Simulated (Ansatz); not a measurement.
Relaxed GaP (zinc blende):

```
GaP
1.0
    0.00000     2.75322     2.75322
    2.75322     0.00000     2.75322
    2.75322     2.75322     0.00000
P Ga
1 1
Direct
  0.75000   0.75000   0.75000
  0.00000   0.00000   0.00000
```

Method: PBE (plane waves to 420 eV, PAW, scalar-relativistic; Ansatz, a program for electronic structure). k mesh 8×8×8 (Γ-centred), Fermi-Dirac smearing 0.05 eV. As the smearing reaches across the gap at some points, energies and forces of such displacements shift with the k mesh and the smearing. GaP was relaxed with its symmetry unable to fall. The PAW data are Ansatz's earlier set.

One atom of the cell was then moved (with its periodic images), all else fixed, and the forces (eV/Å) came out as:

```json
[
 {"atom": "P1", "Fx": "3.656", "Fy": "0.000", "Fz": "0.000"},
 {"atom": "Ga2", "Fx": "-3.656", "Fy": "0.000", "Fz": "0.000"}
]
```

With two atoms only their relative shift counts; take P1 as fixed.

Q: Which atom was moved, and by which vector (Å)?

A: Ga2, by (0.48, 0.00, 0.00), 0.48 Å in all.

(A displaced cell: forces are minus the slopes of the energy, force constants its curvatures, and phonons follow from these.)
